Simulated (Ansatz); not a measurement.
According to plane-wave PAW r²SCAN (Ansatz code), AlZnNO in the trigonal phase (P3m1; Al on 1b, Zn on 1c, O on 1b, N on 1c) relaxes to a = 3.135 Å, c = 5.151 Å. Al has 4 nearest neighbours from 1.81 Å (tetrahedral); Zn has 4 nearest neighbours from 1.97 Å (tetrahedral); N has 4 nearest neighbours from 1.88 Å (tetrahedral). Its formation energy from the elements is -1.67 eV/atom, with no fitted shifts.

It is gapped at this level: 2.83 eV (direct). The valence maximum lies at Γ and the conduction minimum at Γ. HSE06 on the same cell gives 3.83 eV. The electron mass is 0.24, 0.30, 0.30 mₑ (principal values).

An equation-of-state fit gives a bulk modulus of 180 GPa. The relaxed-ion elastic constants in GPa are C11 = 300, C12 = 124, C13 = 107, C14 = -1.5, C33 = 352, C44 = 71.3. The elastic constants imply a Debye temperature near 643 K. Bader charges are Al +2.50, Zn +1.22, O -1.46, N -2.26 e.

The start of the workflow was typed in or built on a structure type; neither database checked (COD, Materials Project) lists it. Its standing as an ambient phase is unchecked. Symmetry was held in the r²SCAN relaxation; its stability against distortions is not shown here. The references are the lowest solids computed at this level, not always the standard phases (solids in place of the gases).

Potentials: the earlier of the program's two PAW sets.
